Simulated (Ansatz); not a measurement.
**Question.** Name crystals whose computed values (PBEsol (plane waves, PAW; program Ansatz)) fall in these windows: G_Hill (GPa) 33 to 42; B₀ by P(V) fit (GPa) 160 to 230; Θ_D (K) 280 to 370.

**Answer.** 

```tsv
crystal	G_Hill (GPa)	B₀ by P(V) fit (GPa)	Θ_D (K)
V, bcc (W type)	35.7	197	336
Nb3Al, A15 (Cr3Si type)	36.8	170	291
```
Others may fit too.

Standing as an ambient phase not checked: Nb3Al, A15 (Cr3Si type). Began spin-polarised and lost the moments: V, bcc (W type). All cells were relaxed under the symmetry of their starts (and spin orders); stability against distortions was not tested throughout. Rows with no word on spin ran without spin polarisation. Spin–orbit coupling is left out wherever it is not named.

Potentials: the later of the program's two PAW sets.
